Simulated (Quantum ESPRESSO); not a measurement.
# Band energies of AlCl₃

```xyz
8
Lattice="2.9691 -5.1398 -0.0020 2.9691 5.1398 -0.0020 -1.9151 0.0000 5.8786" Properties=species:S:1:pos:R:3 pbc="T T T"
Al     2.9691    -3.4275    -0.0020
Al     2.9691     3.4275    -0.0020
Cl     3.1794     0.0000     4.5360
Cl     0.8438     0.0000     1.3385
Cl     4.0287     1.8329     1.3256
Cl    -0.0055    -1.8329     4.5489
Cl    -0.0055     1.8329     4.5489
Cl     4.0287    -1.8329     1.3256
```

PBEsol (Quantum ESPRESSO, PseudoDojo norm-conserving, 58 Ry, scalar-relativistic); path ΓYFHZIF1,H1Y1XΓN,MΓ; energies in eV from the valence-band maximum.

| k (1/Å) | point | band 20 | band 21 | band 22 | band 23 | band 24 | band 25 | band 26 | band 27 |
|---|---|---|---|---|---|---|---|---|---|
| 0.00 | Γ | -0.39 | -0.32 | -0.21 | -0.21 | -0.19 | 5.21 | 5.37 | 6.94 |
| 0.24 |  | -0.81 | -0.52 | -0.50 | -0.21 | -0.16 | 5.51 | 5.57 | 7.32 |
| 0.48 |  | -0.84 | -0.75 | -0.55 | -0.31 | -0.18 | 5.62 | 5.73 | 7.24 |
| 0.73 | Y | -0.79 | -0.71 | -0.50 | -0.30 | -0.26 | 5.46 | 5.60 | 7.18 |
| 0.73 | F | -0.85 | -0.71 | -0.54 | -0.32 | -0.27 | 5.46 | 5.49 | 7.54 |
| 0.94 |  | -0.82 | -0.68 | -0.42 | -0.21 | -0.20 | 5.27 | 5.40 | 7.21 |
| 1.15 | H | -0.81 | -0.60 | -0.43 | -0.22 | -0.21 | 5.35 | 5.47 | 7.27 |
| 1.34 |  | -0.94 | -0.58 | -0.46 | -0.37 | -0.19 | 5.43 | 5.78 | 7.57 |
| 1.73 | Z | -0.84 | -0.34 | -0.29 | -0.26 | -0.26 | 5.39 | 6.01 | 7.01 |
| 1.94 |  | -0.85 | -0.64 | -0.49 | -0.27 | -0.24 | 5.45 | 6.05 | 7.34 |
| 2.14 |  | -0.91 | -0.78 | -0.43 | -0.41 | -0.37 | 5.51 | 5.93 | 7.51 |
| 2.34 | I | -0.86 | -0.66 | -0.60 | -0.46 | -0.30 | 5.43 | 5.89 | 7.61 |
| 2.34 | F1 | -0.85 | -0.71 | -0.54 | -0.32 | -0.27 | 5.46 | 5.49 | 7.54 |
| 2.76 | H1 | -0.81 | -0.60 | -0.43 | -0.22 | -0.21 | 5.35 | 5.47 | 7.27 |
| 2.95 |  | -0.71 | -0.64 | -0.46 | -0.25 | -0.25 | 5.43 | 5.52 | 7.23 |
| 3.14 | Y1 | -0.79 | -0.71 | -0.50 | -0.30 | -0.26 | 5.46 | 5.60 | 7.18 |
| 3.34 |  | -0.69 | -0.62 | -0.45 | -0.40 | -0.11 | 5.24 | 5.80 | 7.18 |
| 3.54 | X | -0.69 | -0.68 | -0.48 | -0.36 | 0.00 | 5.12 | 5.97 | 7.23 |
| 3.69 |  | -0.78 | -0.58 | -0.44 | -0.36 | -0.05 | 5.21 | 5.91 | 7.44 |
| 3.99 |  | -0.51 | -0.47 | -0.32 | -0.20 | -0.16 | 5.34 | 5.43 | 7.14 |
| 4.15 | Γ | -0.39 | -0.32 | -0.21 | -0.21 | -0.19 | 5.21 | 5.37 | 6.94 |
| 4.27 |  | -0.50 | -0.42 | -0.28 | -0.21 | -0.17 | 5.33 | 5.41 | 7.07 |
| 4.53 |  | -0.89 | -0.63 | -0.47 | -0.35 | -0.17 | 5.58 | 5.81 | 7.63 |
| 4.65 |  | -0.81 | -0.68 | -0.59 | -0.39 | -0.15 | 5.54 | 5.92 | 7.73 |
| 4.78 | N | -0.77 | -0.72 | -0.71 | -0.38 | -0.14 | 5.50 | 5.95 | 7.80 |
| 4.78 | M | -0.85 | -0.70 | -0.42 | -0.36 | -0.18 | 5.05 | 5.91 | 7.21 |
| 4.92 |  | -0.83 | -0.72 | -0.40 | -0.35 | -0.22 | 5.11 | 5.88 | 7.37 |
| 5.07 |  | -0.85 | -0.75 | -0.37 | -0.32 | -0.23 | 5.24 | 5.82 | 7.50 |
| 5.21 |  | -0.77 | -0.71 | -0.33 | -0.27 | -0.18 | 5.32 | 5.65 | 7.36 |
| 5.49 | Γ | -0.39 | -0.32 | -0.21 | -0.21 | -0.19 | 5.21 | 5.37 | 6.94 |

The PBEsol gap is indirect, 5.05 eV, from X to M; the smallest direct gap is 5.12 eV.

Geometry relaxed with PBE+D3(BJ).
